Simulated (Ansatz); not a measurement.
SiC3:
```yaml
crystal:
  lattice:
    - [2.79666, 0.00000, 0.00000]
    - [0.00000, 2.79666, 0.00000]
    - [0.00000, 0.00000, 4.09088]
  atoms:
    - { symbol: C, position: [0.00000, 0.00000, 0.00000] }
    - { symbol: C, position: [0.00000, 0.50000, 0.78627] }
    - { symbol: Si, position: [0.50000, 0.50000, 0.50000] }
    - { symbol: C, position: [0.50000, 0.00000, 0.21373] }
```

Relaxed with r²SCAN.

### Question
Give the Bader charges and basin volumes of the independent atoms, the program Ansatz at the r²SCAN level (PAW).

### Answer


```tsv
atom	Bader charge (e)	Bader volume (Å³)
C1	+0.03	6.8
C2	-1.49	10.8
Si3	+2.94	3.7
```

Space group P-4m2. The start of the workflow was typed in or built on a structure type; neither database checked (COD, Materials Project) lists it. Whether it is the stable phase at ambient conditions was not checked. Symmetry was held in the r²SCAN relaxation; its stability against distortions is not shown here. Its formation energy is positive at this level, so the cell may be metastable or incomplete.

Potentials: the earlier of the program's two PAW sets. The files were generated under PBE; for other functionals the program regenerates the frozen cores, and for LDA and PBEsol the local potential too.
